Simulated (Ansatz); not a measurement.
# KCl: reading a single point

```
CELL_PARAMETERS angstrom
0.00000 3.14788 3.14788
3.14788 0.00000 3.14788
3.14788 3.14788 0.00000
ATOMIC_POSITIONS crystal
K 0.00000 0.00000 0.00000
Cl 0.50000 0.50000 0.50000
```

Single point in Ansatz 0.2.0 with PBE, no spin polarisation. Cutoff 420 eV, PAW datasets, 7×7×7 Γ-centred k mesh, fermi-dirac filling (width 0.1 eV).

Formation energy: -2.00 eV an atom against the elements' usual phases (free molecules for gases, crystals otherwise, with no correction for O₂ or N₂), so it is bound against them; other compounds may still compete. Relaxing would lower it.
Charges: Bader charges in e: K +0.84, Cl -0.84. In the mean K gives up most and Cl takes most.
Electronic structure: The gap is 5.18 eV, direct at the points sampled.
Contacts: K–Cl at 3.15 Å: least valence density 0.08 e/Å³ and ELF 0.04 there, a closed-shell (ionic or weak) contact. These are pseudo-fields; inside the PAW spheres they differ from the all-electron ones.
Stress: The pressure is 0.7 GPa (compression positive), so with the atoms held at these fractions the cell would first expand.

Origin: a database entry at a rescaled volume.
